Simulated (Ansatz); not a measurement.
FeAgO2:
```xyz
8
Lattice="2.8130 0.0000 0.0000 -1.4065 2.4361 0.0000 0.0000 0.0000 12.5922" Properties=species:S:1:pos:R:3 pbc="T T T"
Fe     0.0000     0.0000     6.2961
Fe     0.0000     0.0000     0.0000
Ag     1.4065     0.8120     9.4442
Ag     0.0000     1.6241     3.1481
O      0.0000     1.6241     5.3031
O      1.4065     0.8120     7.2892
O      1.4065     0.8120    11.5992
O      0.0000     1.6241     0.9931
```
The run is spin-polarised; directions of the spins, atom by atom: ↑ ↑ 0 0 0 0 0 0.

Relaxed with PBEsol.

Question: Give the Bader charges and basin volumes of the independent atoms, plane-wave PAW PBEsol (Ansatz code).

Answer: 

| atom | Bader charge (e) | Bader volume (Å³) |
|---|---|---|
| Fe1 | +1.48 | 7.3 |
| Ag3 | +0.41 | 16.5 |
| O5 | -0.95 | 9.7 |

Space group P6_3/mmc. The first step of the workflow began from a Materials Project structure, measured or hypothetical; the Crystallography Open Database files this formula in space group No. 194, but the cells were not matched. Its standing as an ambient phase is unchecked. The PBEsol relaxation kept the symmetry of its start; whether a distortion lowers the energy is not shown. Spin order of the final state: ferromagnetic, chosen from 4 collinear starts compared on coarse meshes (ties went to the first, and starts can fall back to one state), not a proven ground state. No Hubbard U is applied.

Potentials: the later of the program's two PAW sets.
